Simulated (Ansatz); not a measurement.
# Si4O7: does the network obey its valences?

A cell of 22 atoms, a random packing after short dynamics, relaxed. Computed with Ansatz 0.2.0, DFT PBE, scalar-relativistic, plane waves, PAW.

Cutoff 420 eV; k points 3×3×3 on the computed 22-atom cell (Γ-centred); Gaussian smearing, width 0.02 eV; no spin polarisation.

```xyz
22
Lattice="7.3003 -0.3651 -0.1358 -0.3671 7.7114 0.3289 -0.1332 0.3286 6.9566" Properties=species:S:1:pos:R:3 pbc="T T T"
Si    3.1462    0.6797    1.3530
Si    3.5698    1.4159    4.2748
Si    4.8064    5.1251    6.3075
Si    1.9330    2.2412    5.7841
Si   -0.0799    4.3249    4.6752
Si    0.8926    5.9789    2.6321
Si    4.9772    7.6329    6.6245
Si    6.3949    4.3135    1.8997
O     1.1262    5.3266    4.1339
O     2.0938    0.8590    4.8577
O     5.2129    4.0401    0.8448
O     3.6303    1.5309    2.6585
O     0.7123    4.6951    1.5584
O     0.5935    3.0956    5.5089
O     6.1909    4.7523    5.4975
O     4.4051    0.1408    0.4862
O     2.1778    1.6187    0.4263
O     6.5395    5.9180    2.4273
O     3.3555    2.8646    5.1148
O     1.9474    7.1057    2.2455
O     6.3319    3.3744    3.2581
O     4.8384    0.5712    4.8374
```

Pairs within 1.2 times the summed covalent radii count as bonded, except two cations (other than C and H) that share an anion, which edge-sharing polyhedra bring close without a bond.

Compare coordinations with the usual valences, and count constraints.

```csv
element,usual valence,atoms × bonds found
O,2,14×2
Si,4,"2×3, 6×4"
```

20 of 22 atoms have their usual valence (8 − N for groups 14 to 17, three for boron, one for hydrogen), 0 have more bonds and 2 fewer. The mean coordination is 2.64 against 2.73 by the rule. 3 % of the bonds join like atoms. Each atom with r bonds brings r/2 stretching and 2r − 3 bending constraints (no bending for r = 1): 3.59 per atom against 3 degrees of freedom, so by Maxwell counting the network is stressed rigid: without a crystal's symmetry not all bonds and angles can be satisfied, which shows as spread in angles. The angle at bridging O is soft; without those 14 constraints 2.95 remain, close to the isostatic value, which is the usual reason given for silica-like glasses forming so well.

Cost: 6 runs of about 49 core-minutes in all (earlier runs that led there not counted), on Arm Neoverse V2 (shared hosts).